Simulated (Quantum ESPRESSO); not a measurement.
# Hf3TaO7N: finding a planted mistake in a log

Computed values, not a measurement. The program is pw.x of Quantum ESPRESSO 7.5 (plane-wave density functional theory). The cell is made up: 12 atoms on a fluorite lattice, with randomly drawn elements, strain and displacements, not relaxed. PseudoDojo standard norm-conserving files (v0.5 for PBE, v0.4.1 for LDA and PBEsol) set the functional; there is no spin polarisation, spin-orbit coupling or dispersion term, and the masses in the input are unused placeholders.

The hafnium pseudopotential is less sure than the others, with forces about 3 percent (worst 6) and pressure in oxides about 1.5 GPa (worst 2.7) from a second method in checks, which no rerun with the same files tests.

Intended input:

```
&control calculation='scf', pseudo_dir='./dojo.nc.sr.pbe.v0_5.standard.upf', outdir='./o', disk_io='medium', tprnfor=.true., tstress=.true. /
&system ibrav=0, nat=12, ntyp=4, nbnd=54, ecutwfc=84.00895049, nosym=.true., tot_charge=0,
 occupations='smearing', smearing='fd', degauss=0.0018374661
/
&electrons conv_thr=7.350e-09, electron_maxstep=60, /
ATOMIC_SPECIES
Hf 1.0 Hf.upf
N 1.0 N.upf
O 1.0 O.upf
Ta 1.0 Ta.upf
CELL_PARAMETERS angstrom
5.1343 0.0165 0.057
0.0165 5.0496 0.0017
0.057 0.0017 5.175
ATOMIC_POSITIONS angstrom
Hf 0.0515 0.0266 0.0237
Hf 0.0857 2.5824 2.6421
Ta 2.5452 -0.0265 2.6306
Hf 2.5191 2.4929 0.1139
O 1.3216 1.2754 1.2463
O 1.295 1.3048 3.8892
O 1.3349 3.9424 1.3144
O 1.3721 3.7499 3.9628
O 3.8395 1.2823 1.3113
N 3.8598 1.287 3.9744
O 3.833 3.8241 1.3017
O 3.9355 3.894 3.8035
K_POINTS automatic
4 4 4 1 1 1
```

The log is shortened where brackets say so; the opening notice, blank lines, dates and the lines on written files are dropped, and the path of the files is cut. It prints rydbergs, bohrs and kilobars, and counts compression as positive stress. Where no state is partly filled, the Fermi energy that it prints is only some level between the filled and the empty states on the mesh, and need not lie in the true gap.

Log of the intended run:

```
     Program PWSCF v.7.5
     Parallel version (MPI & OpenMP), running on       1 processor cores
     Number of MPI processes:                 1
     Threads/MPI process:                     1
     [start-up lines left out]
     bravais-lattice index     =            0
     lattice parameter (alat)  =       9.7031  a.u.
     unit-cell volume          =     905.2895 (a.u.)^3
     number of atoms/cell      =           12
     number of atomic types    =            4
     number of electrons       =        96.00
     number of Kohn-Sham states=           54
     kinetic-energy cutoff     =      84.0090  Ry
     charge density cutoff     =     336.0358  Ry
     scf convergence threshold =      7.3E-09
     mixing beta               =       0.7000
     number of iterations used =            8  plain     mixing
     Exchange-correlation= PBE
                           (   1   4   3   4   0   0   0)
     [axes and pseudopotential details left out]
   Cartesian axes
     site n.     atom                  positions (alat units)
         1        Hf     tau(   1) = (   0.0100299   0.0051805   0.0046157  )
         2        Hf     tau(   2) = (   0.0166905   0.5029366   0.5145635  )
         3        Ta     tau(   3) = (   0.4956917  -0.0051610   0.5123238  )
         4        Hf     tau(   4) = (   0.4906086   0.4855060   0.0221827  )
         5        O      tau(   5) = (   0.2573889   0.2483912   0.2427238  )
         6        O      tau(   6) = (   0.2522084   0.2541170   0.7574431  )
         7        O      tau(   7) = (   0.2599791   0.7678041   0.2559866  )
         8        O      tau(   8) = (   0.2672240   0.7303137   0.7717771  )
         9        O      tau(   9) = (   0.7477638   0.2497350   0.2553829  )
        10        N      tau(  10) = (   0.7517173   0.2506503   0.7740363  )
        11        O      tau(  11) = (   0.7464979   0.7447645   0.2535132  )
        12        O      tau(  12) = (   0.7664603   0.7583780   0.7407526  )
     number of k points=    32  Fermi-Dirac smearing, width (Ry)=  0.0018
                       cart. coord. in units 2pi/alat
        k(    1) = (   0.1232399   0.1266612   0.1226262), wk =   0.0625000
        k(    2) = (   0.1204860   0.1265867   0.3707069), wk =   0.0625000
     [further k points left out]
     Dense  grid:    94223 G-vectors     FFT dimensions: (  60,  60,  60)
     Estimated max dynamical RAM per process >     166.75 MB
     Initial potential from superposition of free atoms
     starting charge      95.9935, renormalised to      96.0000
     Starting wfcs are   72 randomized atomic wfcs
     total cpu time spent up to now is       30.7 secs
     per-process dynamical memory:   102.6 Mb
     Self-consistent Calculation
     iteration #  1     ecut=    84.01 Ry     beta= 0.70
     Davidson diagonalization with overlap
     ethr =  1.00E-02,  avg # of iterations =  2.0
     total cpu time spent up to now is       84.0 secs
     total energy              =    -719.67167862 Ry
     estimated scf accuracy    <       5.21931821 Ry
     iteration #  2     ecut=    84.01 Ry     beta= 0.70
     Davidson diagonalization with overlap
     ethr =  5.44E-03,  avg # of iterations =  6.1
     total cpu time spent up to now is      163.7 secs
     total energy              =    -717.95226130 Ry
     estimated scf accuracy    <      23.46314798 Ry
     [iterations 3 to 15 left out]
     iteration # 16     ecut=    84.01 Ry     beta= 0.70
     Davidson diagonalization with overlap
     ethr =  2.35E-11,  avg # of iterations =  2.0
     total cpu time spent up to now is     1265.3 secs
     total energy              =    -722.31423008 Ry
     estimated scf accuracy    <          7.4E-09 Ry
     iteration # 17     ecut=    84.01 Ry     beta= 0.70
     Davidson diagonalization with overlap
     ethr =  7.70E-12,  avg # of iterations =  4.8
     total cpu time spent up to now is     1325.8 secs
     End of self-consistent calculation
     [lines on levels left out]
     the Fermi energy is    13.9232 ev
!    total energy              =    -722.31423008 Ry
     estimated scf accuracy    <          2.9E-10 Ry
     smearing contrib. (-TS)   =      -0.00000000 Ry
     internal energy E=F+TS    =    -722.31423008 Ry
     The total energy is F=E-TS. E is the sum of the following terms:
     one-electron contribution =    -114.71414171 Ry
     hartree contribution      =     113.19632526 Ry
     xc contribution           =    -180.06607158 Ry
     ewald contribution        =    -540.73034205 Ry
     convergence has been achieved in  17 iterations
     Forces acting on atoms (cartesian axes, Ry/au):
     atom    1 type  1   force =    -0.11229524    0.05506056   -0.05518716
     atom    2 type  1   force =    -0.10762494   -0.05790681    0.03839082
     atom    3 type  4   force =     0.15203635    0.06934907    0.07474398
     atom    4 type  1   force =     0.11015095   -0.03600558   -0.06946537
     atom    5 type  3   force =    -0.01215824    0.02158751    0.04603840
     atom    6 type  3   force =     0.01029966   -0.04296127   -0.04204697
     atom    7 type  3   force =    -0.00902493   -0.03587055    0.05508999
     atom    8 type  3   force =     0.01002560    0.03878051   -0.04236542
     atom    9 type  3   force =     0.00401358   -0.01699690    0.05357351
     atom   10 type  2   force =    -0.02832974    0.00874523   -0.04524472
     atom   11 type  3   force =    -0.00366988    0.00034632    0.00492795
     atom   12 type  3   force =    -0.01342317   -0.00412807   -0.01845500
     Total force =     0.328323     Total SCF correction =     0.000052
     Computing stress (Cartesian axis) and pressure
          total   stress  (Ry/bohr**3)                   (kbar)     P=      -64.40
  -0.00058856  -0.00009628  -0.00004047          -86.58      -14.16       -5.95
  -0.00009628   0.00002684  -0.00008190          -14.16        3.95      -12.05
  -0.00004047  -0.00008190  -0.00075168           -5.95      -12.05     -110.58
     init_run     :     28.91s CPU     30.45s WALL (       1 calls)
     electrons    :   1259.21s CPU   1295.14s WALL (       1 calls)
     forces       :     14.59s CPU     14.79s WALL (       1 calls)
     stress       :     55.45s CPU     57.34s WALL (       1 calls)
     [timing details left out]
     PWSCF        :  22m38.64s CPU  23m18.86s WALL
     JOB DONE.
```

A second run was made from an input with one planted mistake. Its log:

```
     Program PWSCF v.7.5
     Parallel version (MPI & OpenMP), running on       4 processor cores
     Number of MPI processes:                 4
     Threads/MPI process:                     1
     [start-up lines left out]
     bravais-lattice index     =            0
     lattice parameter (alat)  =       9.7031  a.u.
     unit-cell volume          =     905.2895 (a.u.)^3
     number of atoms/cell      =           12
     number of atomic types    =            4
     number of electrons       =        96.00
     number of Kohn-Sham states=           54
     kinetic-energy cutoff     =      54.7565  Ry
     charge density cutoff     =     219.0260  Ry
     scf convergence threshold =      7.3E-09
     mixing beta               =       0.7000
     number of iterations used =            8  plain     mixing
     Exchange-correlation= PBE
                           (   1   4   3   4   0   0   0)
     [axes and pseudopotential details left out]
   Cartesian axes
     site n.     atom                  positions (alat units)
         1        Hf     tau(   1) = (   0.0100299   0.0051805   0.0046157  )
         2        Hf     tau(   2) = (   0.0166905   0.5029366   0.5145635  )
         3        Ta     tau(   3) = (   0.4956917  -0.0051610   0.5123238  )
         4        Hf     tau(   4) = (   0.4906086   0.4855060   0.0221827  )
         5        O      tau(   5) = (   0.2573889   0.2483912   0.2427238  )
         6        O      tau(   6) = (   0.2522084   0.2541170   0.7574431  )
         7        O      tau(   7) = (   0.2599791   0.7678041   0.2559866  )
         8        O      tau(   8) = (   0.2672240   0.7303137   0.7717771  )
         9        O      tau(   9) = (   0.7477638   0.2497350   0.2553829  )
        10        N      tau(  10) = (   0.7517173   0.2506503   0.7740363  )
        11        O      tau(  11) = (   0.7464979   0.7447645   0.2535132  )
        12        O      tau(  12) = (   0.7664603   0.7583780   0.7407526  )
     number of k points=    32  Fermi-Dirac smearing, width (Ry)=  0.0018
                       cart. coord. in units 2pi/alat
        k(    1) = (   0.1232399   0.1266612   0.1226262), wk =   0.0625000
        k(    2) = (   0.1204860   0.1265867   0.3707069), wk =   0.0625000
     [further k points left out]
     Dense  grid:    49521 G-vectors     FFT dimensions: (  45,  45,  48)
     Estimated max dynamical RAM per process >     131.73 MB
     Estimated total dynamical RAM >     490.64 MB
     Check: negative core charge=   -0.000071
     Initial potential from superposition of free atoms
     starting charge      95.9935, renormalised to      96.0000
     Starting wfcs are   72 randomized atomic wfcs
     total cpu time spent up to now is        2.8 secs
     per-process dynamical memory:    99.1 Mb
     Self-consistent Calculation
     iteration #  1     ecut=    54.76 Ry     beta= 0.70
     Davidson diagonalization with overlap
     ethr =  1.00E-02,  avg # of iterations =  2.0
     total cpu time spent up to now is        6.4 secs
     total energy              =    -719.62789338 Ry
     estimated scf accuracy    <       5.02162220 Ry
     iteration #  2     ecut=    54.76 Ry     beta= 0.70
     Davidson diagonalization with overlap
     ethr =  5.23E-03,  avg # of iterations =  6.2
     total cpu time spent up to now is       11.5 secs
     total energy              =    -717.89140870 Ry
     estimated scf accuracy    <      22.90896614 Ry
     [iterations 3 to 14 left out]
     iteration # 15     ecut=    54.76 Ry     beta= 0.70
     Davidson diagonalization with overlap
     ethr =  3.53E-11,  avg # of iterations =  4.2
     total cpu time spent up to now is       62.7 secs
     total energy              =    -722.15192853 Ry
     estimated scf accuracy    <       0.00000001 Ry
     iteration # 16     ecut=    54.76 Ry     beta= 0.70
     Davidson diagonalization with overlap
     ethr =  1.20E-11,  avg # of iterations =  2.0
     total cpu time spent up to now is       65.9 secs
     End of self-consistent calculation
     [lines on levels left out]
     the Fermi energy is    13.9340 ev
!    total energy              =    -722.15192853 Ry
     estimated scf accuracy    <          2.1E-09 Ry
     smearing contrib. (-TS)   =      -0.00000000 Ry
     internal energy E=F+TS    =    -722.15192853 Ry
     The total energy is F=E-TS. E is the sum of the following terms:
     one-electron contribution =    -114.42687154 Ry
     hartree contribution      =     113.00551168 Ry
     xc contribution           =    -180.00022662 Ry
     ewald contribution        =    -540.73034206 Ry
     convergence has been achieved in  16 iterations
     Forces acting on atoms (cartesian axes, Ry/au):
     atom    1 type  1   force =    -0.11218148    0.05509444   -0.05512572
     atom    2 type  1   force =    -0.10777643   -0.05795960    0.03851158
     atom    3 type  4   force =     0.15201280    0.06919332    0.07480117
     atom    4 type  1   force =     0.11016412   -0.03614511   -0.06939931
     atom    5 type  3   force =    -0.01280210    0.02272734    0.04664010
     atom    6 type  3   force =     0.01033268   -0.04409021   -0.04237334
     atom    7 type  3   force =    -0.00937954   -0.03690107    0.05507938
     atom    8 type  3   force =     0.00986629    0.03981520   -0.04269922
     atom    9 type  3   force =     0.00434865   -0.01637212    0.05381813
     atom   10 type  2   force =    -0.02847107    0.00940602   -0.04563962
     atom   11 type  3   force =    -0.00258428    0.00046587    0.00470041
     atom   12 type  3   force =    -0.01352962   -0.00523409   -0.01831355
     Total force =     0.329087     Total SCF correction =     0.000036
     Computing stress (Cartesian axis) and pressure
          total   stress  (Ry/bohr**3)                   (kbar)     P=     -220.63
  -0.00165073  -0.00009636  -0.00004097         -242.83      -14.18       -6.03
  -0.00009636  -0.00103871  -0.00008135          -14.18     -152.80      -11.97
  -0.00004097  -0.00008135  -0.00181002           -6.03      -11.97     -266.26
     init_run     :      2.32s CPU      2.43s WALL (       1 calls)
     electrons    :     62.40s CPU     63.05s WALL (       1 calls)
     forces       :      0.75s CPU      0.77s WALL (       1 calls)
     stress       :      2.55s CPU      2.55s WALL (       1 calls)
     [timing details left out]
     PWSCF        :   1m 8.45s CPU   1m 9.28s WALL
     JOB DONE.
```

Question: what was wrong in the second input?

Answer: the plane-wave cutoff is too low. The input lines that differ, file-writing options aside:

```
- &system ibrav=0, nat=12, ntyp=4, nbnd=54, ecutwfc=84.00895049, nosym=.true., tot_charge=0,
+ &system ibrav=0, nat=12, ntyp=4, nbnd=54, ecutwfc=54.75649004, nosym=.true., tot_charge=0,
```

|  | intended run | run with the mistake |
| --- | --- | --- |
| free energy (eV) | -9827.586 | -9825.378 |
| smearing term -TS (eV) | 0.0000 | 0.0000 |
| pressure (GPa) | -6.44 | -22.06 |
| largest force component (eV/Å) | 3.909 | 3.908 |
| largest change of a force component (eV/Å) |  | 0.029 |
| iterations | 17 | 16 |

For scale, a rerun of the intended cell at 1437 eV and a 6 x 6 x 6 mesh moved values by no more than 0.002 eV in energy, 0.05 GPa in stress and 0.010 eV/Å in force.